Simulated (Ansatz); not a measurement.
TiPt$_{3}$ (Cu3Au type), relaxed and computed with several functionals in Ansatz (plane waves, PAW). Much of their spread follows the volume that each gives.

```json
[
 {"functional": "PBEsol", "V (Å³/atom)": "14.82", "B₀ by P(V) fit (GPa)": "266"},
 {"functional": "LDA", "V (Å³/atom)": "14.52", "B₀ by P(V) fit (GPa)": "283"},
 {"functional": "r²SCAN", "V (Å³/atom)": "15.07", "B₀ by P(V) fit (GPa)": "?"},
 {"functional": "PBE", "V (Å³/atom)": "15.38", "B₀ by P(V) fit (GPa)": "235"}
]
```

Question: Fit a straight line to ln B₀ against ln V and predict the withheld value.

Answer: Least squares on the 3 shown rows: ln B₀ = -3.24 × ln V + (14.316), with a scatter of 0 %. For r²SCAN this gives 251. The run itself gave 258, outside the scatter: the line misses something about this case.

All cells were relaxed under the symmetry of their starts (and spin orders); stability against distortions was not tested throughout. Rows with no word on spin ran without spin polarisation. Scalar-relativistic: spin–orbit coupling is off unless named, which matters more the heavier the elements.

Potentials: the later of the program's two PAW sets.

Ansatz (a program for electronic structure) is a plane-wave DFT program.
